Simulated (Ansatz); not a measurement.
# Na8MgMn2O8, one structure, two calculations

Cell: a computed structure from the Materials Project (it need not be an observed phase).

```
CELL_PARAMETERS angstrom
5.47947 0.00000 0.00000
2.10099 5.70142 0.00000
0.77784 2.66346 8.80970
ATOMIC_POSITIONS crystal
Na 0.02321 0.42213 0.17738
Na 0.53013 0.91333 0.15565
Na 0.52622 0.35761 0.33124
Na 0.03935 0.85041 0.32419
Na 0.03714 0.20299 0.52612
Na 0.68409 0.32295 0.69968
Na 0.04026 0.62148 0.76452
Na 0.55742 0.51984 0.97836
Mg 0.46502 0.96515 0.77094
Mn 0.54908 0.83874 0.49976
Mn 0.00000 0.97911 0.98889
O 0.23696 0.70037 0.12497
O 0.83164 0.17125 0.11833
O 0.74660 0.59155 0.40712
O 0.30929 0.07005 0.34683
O 0.64222 0.06562 0.57362
O 0.44061 0.68528 0.71104
O 0.75049 0.84228 0.92437
O 0.10709 0.18779 0.79774
```

Sites (sets of like atoms) are named by element and the number of their first atom in this list.

First run. Computed with Ansatz: DFT, PBE, plane waves and PAW, scalar-relativistic, collinear spin, 420 eV cutoff, Γ-centred 4×4×3 k-points, Fermi–Dirac smearing 0.02 eV. Start moments as typed (μB): 4 on each Mn, none on the rest.

```tsv
site	atom	V_zz (10²¹ V/m²)	η	m (μB)
Na1	1	-2.32	0.68	0.00
Na3	3	2.09	0.29	0.01
Na4	4	-0.98	0.67	0.00
Mg	9	1.72	0.57	0.00
Mn10	10	-3.79	0.22	2.96
Mn11	11	-7.06	0.58	3.01
O12	12	5.84	0.24	0.05
O13	13	7.13	0.19	0.05
O14	14	3.80	0.67	0.08
O15	15	5.82	0.55	0.06
O16	16	-4.20	0.76	0.05
O17	17	3.87	0.56	0.07
O18	18	-2.52	0.96	0.09
O19	19	3.04	0.85	0.07
```

Second run. The same atoms and settings, except that the start moments (μB) are 0 0 0 0 0 0 0 0 0 -4 4 0 0 0 0 0 0 0 0 by atom.

(1) What does the second run give?

Answers

(1) 

```tsv
site	atom	V_zz	η	change of V_zz	m (μB)
Na1	1	-2.31	0.69	+0.01	0.00
Na3	3	2.10	0.30	+0.01	0.00
Na4	4	-0.99	0.67	-0.01	0.00
Mg	9	1.72	0.57	0.00	0.00
Mn10	10	-3.85	0.18	-0.06	-2.95
Mn11	11	-7.19	0.58	-0.13	3.00
O12	12	5.86	0.24	+0.02	0.05
O13	13	7.21	0.18	+0.08	0.05
O14	14	3.82	0.65	+0.02	-0.08
O15	15	5.83	0.53	+0.01	-0.06
O16	16	-4.18	0.78	+0.02	-0.05
O17	17	3.83	0.57	-0.04	-0.06
O18	18	-2.53	0.98	-0.01	0.08
O19	19	3.07	0.84	+0.03	0.06
```

The largest change of V_zz is on Mn11, from -7.06 to -7.19. In per cent, |V_zz| changes by 0 on Na, 0 on Mg, +2 on Mn, -1 to +1 on O (all sites that start above 0.5). The table leaves out 5 of the 19 sites, with |V_zz| up to 2.65; their tensors move by 0.01 at most along any direction. The statements above cover all sites.

The largest force is 0.7 eV/Å, so the atoms aren't at the calculated equilibrium and relaxing them would move these values. With a gap of 0.3 eV on this mesh, small gradients can still move by 0.1 × 10²¹ V/m² or more as the k-mesh gets denser. The magnetic order is the one that the run reached from its start moments, not necessarily the measured one.
For the first run: The program didn't check the stability of this electronic state in full, so a lower one may lie near. All moments are parallel here, as the start or the cell imposes; many such compounds order antiparallel, where fields and spin densities carried over to other atoms largely cancel.
